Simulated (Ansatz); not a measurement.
# YIr$_{2}$: enthalpy against pressure

YIr$_{2}$, Fd-3m, a = 7.493 Å. The structure is a COD entry; whether it is the stable form wasn't checked. Ansatz: PBEsol, PAW, 420 eV, Γ-centred 8×8×8 mesh on 6 atoms, Gaussian smearing 0.10 eV; no spin polarisation. Cell and atoms are relaxed at each pressure, and no other structure is tried, so the rows at high pressure may lie past a change of phase. y is the enthalpy over the state at zero pressure; there V0 = 17.530 Å³/atom. The pressures are the targets, met within 0.05 GPa.

```tsv
P (GPa)	y (eV/atom)
-3.0	-0.3306
0.0	0.0000
3.0	0.3260
8.0	0.8602
15.0	?
30.0	3.0988
60.0	5.9351
```

Task: Fit y = c1 P + c2 P² + c3 P³ to the other rows, say what c1 and c2 mean, and predict the missing value.

Result: Least squares on the rows shown. y = 0.10934 P − 0.00022974 P² + 9.3298×10⁻⁷ P³. Since dH/dP = V, c1 is V0: 0.10934 eV/GPa × 160.2 = 17.516 Å³ against 17.530; c2 = −V0/(2B0) gives B0 = 238 GPa, where a Birch–Murnaghan fit to the volumes of the same runs (not shown) gives 218 GPa: a cubic over this range folds the higher terms into c2. At P = 15.0 the fit asked for gives 1.5916 eV/atom. The run gave 1.5908 eV/atom, so the fit is 0.0008 eV/atom too high, 0.013 % of the span of the series, against an rms of 0.0003 eV/atom on the fitted rows. With a term in P⁴ added, a fit to the same known rows predicts 1.5905 eV/atom, so most of the miss is curvature that the known rows already hold.

The mesh isn't the same in all rows (8×8×8, 10×10×10). Spin–orbit coupling is left out, which can shift energies with elements as heavy as these.